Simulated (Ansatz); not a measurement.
# PbO-type BiTe

Method: PBE with spin–orbit coupling; two-component spinors; PAW, 420 eV, Γ-centred 6×6×8 mesh, 0.05 eV Gaussian smearing; code Ansatz; PAW files: Ansatz's generated set soft_2.

```
Bi Te
1.0
     5.61672    0.00000    0.00000
     0.00000    5.61672    0.00000
     0.00000    0.00000    4.15736
Bi Te
2 2
Direct
  0.50000 0.00000 0.34940
  0.00000 0.50000 0.65060
  0.00000 0.00000 0.00000
  0.50000 0.50000 0.00000
```

The start was a prototype's sites filled with these elements. The Crystallography Open Database lists the compound in space groups P-3m1, Fm-3m (rock salt), so this is a trial structure.

The pressure at this geometry is 1.2 GPa.

Which orbitals carry the states at the Fermi level, and how many states are there?

Within 0.1 eV of it: Bi 6p 55 %, Te 5p 41 % (shares among the projected shells). The density of states at the Fermi level is about 3.2 states/eV per cell, averaged over 0.3 eV.

Density of states (tetrahedra, averaged over 0.4 eV; states/eV per cell of 4 atoms; energy in eV from the Fermi level; projections on Löwdin-orthogonalised atomic orbitals, summed over sites):

| E | total | Te 5p | Bi 6p | Te 5s | Bi 6s |
| --- | --- | --- | --- | --- | --- |
| -5.65 | 0.01 | 0.00 | 0.00 | 0.00 | 0.00 |
| -5.25 | 0.81 | 0.41 | 0.38 | 0.01 | 0.01 |
| -4.85 | 2.91 | 1.54 | 1.29 | 0.04 | 0.03 |
| -4.45 | 3.30 | 1.79 | 1.39 | 0.06 | 0.05 |
| -4.05 | 2.66 | 1.42 | 1.10 | 0.06 | 0.06 |
| -3.65 | 3.75 | 1.96 | 1.56 | 0.08 | 0.12 |
| -3.25 | 2.73 | 1.56 | 0.97 | 0.07 | 0.10 |
| -2.85 | 2.18 | 1.31 | 0.73 | 0.05 | 0.07 |
| -2.45 | 3.26 | 1.99 | 1.08 | 0.06 | 0.10 |
| -2.05 | 3.03 | 1.94 | 0.90 | 0.06 | 0.09 |
| -1.65 | 2.83 | 1.95 | 0.70 | 0.05 | 0.09 |
| -1.25 | 2.79 | 2.03 | 0.62 | 0.04 | 0.06 |
| -0.85 | 1.62 | 0.87 | 0.67 | 0.02 | 0.02 |
| -0.45 | 1.90 | 0.69 | 1.08 | 0.04 | 0.03 |
| -0.05 | 3.05 | 1.19 | 1.64 | 0.07 | 0.04 |
| 0.35 | 3.33 | 1.25 | 1.82 | 0.09 | 0.04 |
| 0.75 | 1.62 | 0.61 | 0.89 | 0.03 | 0.01 |
| 1.15 | 2.34 | 0.81 | 1.32 | 0.06 | 0.01 |
| 1.55 | 3.63 | 1.15 | 2.14 | 0.11 | 0.02 |
| 1.95 | 2.92 | 0.94 | 1.72 | 0.06 | 0.01 |
| 2.35 | 3.02 | 0.92 | 1.83 | 0.05 | 0.01 |
| 2.75 | 4.02 | 1.23 | 2.44 | 0.05 | 0.01 |
| 3.15 | 1.83 | 0.58 | 1.10 | 0.01 | 0.01 |
| 3.55 | 0.46 | 0.13 | 0.24 | 0.00 | 0.00 |
| 3.95 | 0.19 | 0.02 | 0.03 | 0.00 | 0.00 |
